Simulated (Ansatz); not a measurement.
## Notes on RbPd₂Se₂

```xyz
5
Lattice="-2.9130 2.9274 0.0000 2.9130 0.0000 7.0290 2.9130 2.9274 0.0000" Properties=species:S:1:pos:R:3 pbc="T T T"
Rb    0.0000    2.9274    0.0000
Pd    1.4565    1.4637    3.5145
Pd    1.4565    4.3911    3.5145
Se    2.9130    2.9274    2.0075
Se    0.0000    2.9274    5.0215
```

Level: PBE, spin-orbit coupling; 420 eV; 5×5×5 Γ-centred mesh; gaussian occupations (width 0.0503 eV); Ansatz 0.2.0, fixed geometry.

The state carries no moments; the state need not be the lowest.

**Charges.** Bader charges in e: Rb +0.77, Pd +0.07, Se -0.45. In the mean Rb gives up most and Se takes most.
**Forces.** The largest is on Se4 (and as large on other atoms): 0.07 eV/Å, components (0.00, 0.00, -0.07). It makes 126° with the line to a nearest neighbour, Pd2 at 2.56 Å.
**At the Fermi level.** It is a metal, with about 6 states/eV a cell as the mean within 0.25 eV of the Fermi level, mostly Pd d (48 %) and Se p (44 %).
**Formation energy.** -0.45 eV an atom against the elements' usual phases (free molecules for gases, crystals otherwise, with no correction for O₂ or N₂), so it is bound against them; other compounds may still compete. Relaxing would lower it.

Origin: a known structure type with other elements, at an estimated volume, so it need not be a known compound. Caveats: the k mesh is coarse if the cell is a metal; the SCF threshold is loose for a stress.
